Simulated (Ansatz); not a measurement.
Zr (hcp (Mg type), P6_3/mmc), a = b = 3.2316 Å, c = 5.1710 Å, α = β = 90.00°, γ = 120.00°.

Relaxed with PBE.

**Question.** Which orbitals make up the states near the Fermi level in PBE (plane waves, PAW; program Ansatz)?

**Answer.** Within 0.5 eV of the Fermi level: Zr 4d 90 %, Zr 5s 5 %. Projections are on Löwdin-orthogonalised atomic valence shells; empty p or d shells of many metals are not among them.

**Question.** Tabulate the density of states.

**Answer.** States/eV per cell of 2 atoms, in 0.25 eV bins, energy from the Fermi level.

```
E (eV)  total  Zr 4d  Zr 5s  Zr 4p
------  -----  -----  -----  -----
-5.75    0.00   0.00   0.00   0.00
-5.50    0.06   0.00   0.05   0.00
-5.25    0.12   0.00   0.10   0.00
-5.00    0.16   0.00   0.14   0.00
-4.75    0.20   0.00   0.18   0.00
-4.50    0.25   0.01   0.21   0.01
-4.25    0.30   0.02   0.25   0.01
-4.00    0.35   0.03   0.29   0.01
-3.75    0.43   0.06   0.34   0.01
-3.50    0.53   0.10   0.40   0.02
-3.25    0.72   0.21   0.47   0.02
-3.00    1.62   0.92   0.64   0.03
-2.75    2.00   1.32   0.61   0.03
-2.50    2.23   1.66   0.51   0.03
-2.25    2.50   2.03   0.41   0.03
-2.00    2.88   2.52   0.29   0.04
-1.75    2.09   1.84   0.19   0.03
-1.50    2.02   1.79   0.16   0.03
-1.25    2.45   2.25   0.12   0.04
-1.00    2.92   2.68   0.12   0.04
-0.75    3.60   3.23   0.19   0.05
-0.50    2.64   2.32   0.18   0.04
-0.25    1.06   0.94   0.06   0.01
0.00     1.85   1.65   0.08   0.02
0.25     3.97   3.60   0.18   0.04
0.50     3.36   3.01   0.17   0.03
0.75     3.47   3.04   0.20   0.03
1.00     3.74   3.23   0.23   0.03
1.25     4.07   3.56   0.21   0.02
1.50     3.00   2.66   0.11   0.01
1.75     2.03   1.82   0.05   0.01
2.00     1.59   1.50   0.02   0.00
2.25     1.54   1.47   0.02   0.00
2.50     1.48   1.41   0.02   0.00
2.75     1.46   1.40   0.02   0.00
3.00     1.45   1.39   0.03   0.00
3.25     1.49   1.42   0.03   0.00
3.50     1.58   1.50   0.04   0.00
3.75     1.94   1.82   0.07   0.00
```

The cell was relaxed with PBE under the symmetry of its start. The run is not spin-polarised. Axis ratios of metals converge slowly with the k-mesh, so a and c are less sure than the volume. Spin–orbit coupling is left out wherever it is not named.

Potentials: the later of the program's two PAW sets.
